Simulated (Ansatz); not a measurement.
# TiGa3: strain energy, fitted

TiGa3, I4/mmm, a = 3.746 Å, c = 8.676 Å. The structure is a COD entry; whether it is the stable form wasn't checked. Ansatz: PBEsol, PAW, 420 eV, Γ-centred 10×10×4 mesh on 8 atoms, Gaussian smearing 0.10 eV; no spin polarisation. Series: biaxial strain in the a-b plane, c and atoms relaxed; x is the strain in per cent. y is the free energy over the unstrained cell, V0 = 15.215 Å³/atom.

```tsv
x (%)	y (meV/atom)
-3.0	?
-2.0	11.11
-1.0	2.70
0.0	0.00
1.0	2.49
2.0	9.70
3.0	21.13
```

Q: Fit y = c2 x² + c3 x³ to the other rows, turn c2 into a modulus, and predict the missing energy.

A: Least squares on the rows shown. y = 2.6041 x² − 0.085879 x³. In eV per unit strain² c2 is 26.04; M is the biaxial modulus (E = M V0 ε²): 26.04 × 160.2 / (15.215) = 274 GPa. At x = -3.0 the fit asked for gives 25.76 meV/atom. The run gave 25.89 meV/atom, so the fit is 0.13 meV/atom too low, a small miss on the scale of the series.